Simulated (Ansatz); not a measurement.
A scan (energy against volume; even scaling of the relaxed cell, symmetry kept) gave these values. All values below come from PBE (plane waves to 420 eV, PAW, scalar-relativistic; Ansatz, an electronic-structure program).

| Quantity | Value |
|---|---|
| Bulk modulus B₀ (third-order Birch-Murnaghan fit) | 324 GPa |
| Pressure derivative B₀′ (fit) | 4.2 |
| Equilibrium volume of the fit | 11.21 Å³/atom |

### Question
Of these crystals, all scanned alike, which one is it?
A) TaC (rock salt)
B) InP (zinc blende)
C) BP (zinc blende)

### Answer
A, TaC (rock salt). The others have, for the bulk modulus: BP 162 GPa, InP 59.4 GPa

All were relaxed with their symmetry unable to fall. Spin-orbit coupling is left out. TaC is run without spin polarisation.

(Under strain, the slope of the energy per volume gives the stress and its curvature an elastic modulus.)
